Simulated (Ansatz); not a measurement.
Relaxed candidate structures of SiPb:

A. F-43m (No. 216), cF8, zinc blende type; a = b = c = 6.187 Å, α = β = γ = 90.00°; Pb 4d (0.750, 0.750, 0.750); Si 4a (0.000, 0.000, 0.000)

B. Fm-3m (No. 225), cF8, rock salt type; a = 5.7649 Å, b = 5.7649 Å, c = 5.7649 Å, α = 90.00°, β = 90.00°, γ = 90.00°; Si 4a (0.000, 0.000, 0.000); Pb 4b (0.500, 0.500, 0.500)

Problem. Order them by energy per atom (lowest first) at the level PBEsol (plane waves to 420 eV, PAW, scalar-relativistic; Ansatz, a first-principles code).

Solution. A (reference), B (+0.03 eV/atom)

Each run could gain symmetry but not lose that of its start, so entries can be saddle points. All of these are generated cells (placed on structure types, drawn at random, substituted or restacked) that were not matched to a known phase here. The real structure of this composition may not be among these, and whether this composition forms is not checked here. Energies are at zero temperature and pressure, without zero-point motion. No spin polarisation in the result.
